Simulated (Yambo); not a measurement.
Input:

```
BeO
1.0
    2.63708     0.00000     0.00000
   -1.31854     2.28378     0.00000
    0.00000     0.00000     4.40128
Be O
2 2
Direct
  0.33333   0.66667   0.00147
  0.66667   0.33333   0.50147
  0.33333   0.66667   0.37603
  0.66667   0.33333   0.87603
```

Workflow: PBEsol (pw.x of Quantum ESPRESSO, ONCV potentials, scalar-relativistic), then G0W0 in Yambo (6×6×4 Γ-centred k mesh, bands 3 to 67 and a 10 Ry block in the screening, 67 bands in G with the Bruneval-Gonze terminator, plasmon pole fitted at 27.2 eV).

Q: Give the PBEsol and G0W0 gaps between the band edges found on this mesh, and say where the edges lie.

A: Edges: Γ → Γ. PBEsol: 7.85 eV; G0W0: 10.68 eV. Convergence of the G0W0 settings was not tested. 

Geometry strained from the cell relaxed with PBEsol, atoms relaxed again.
